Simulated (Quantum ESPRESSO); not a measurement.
## Kohn-Sham bands of AlP (zinc blende)

```
AlP
1.0
    0.00000     2.73649     2.73649
    2.73649     0.00000     2.73649
    2.73649     2.73649     0.00000
Al P
1 1
Direct
  0.00000   0.00000   0.00000
  0.25000   0.25000   0.25000
```

Structure: Materials Project mp-1550, symmetrised, not relaxed again. COD (Crystallography Open Database) has an entry of this formula and space group (matched by these alone). Method: PBEsol plane waves in Quantum ESPRESSO 7.5 (PseudoDojo norm-conserving files, 36 Ry, no spin polarisation, no spin-orbit coupling), Bloch states on a 10×10×10 mesh through Γ, Wannier90 4.0.1. Density: 10×10×10 mesh, cold smearing 0.01 Ry.

Energies are relative to the valence-band maximum; weights are on the orthonormalised atomic waves of the pseudopotential files, averaged over the group. 8 electrons a cell are treated as valence.

| bands | from (eV) | to (eV) | filling | weight on atomic waves |
|---|---|---|---|---|
| 1 | -11.49 | -9.10 | filled | … |
| 2–4 | -5.55 | 0.00 | filled | … |

**Question.** Which atomic shells make up each group?

**Answer.** 
- 1, weight on atomic waves: P 3s 60 %, Al 3p 26 %, Al 3s 12 %
- 2–4, weight on atomic waves: P 3p 65 %, Al 3p 21 %, Al 3s 10 %

The Kohn-Sham gap over both meshes and the path is 1.45 eV.
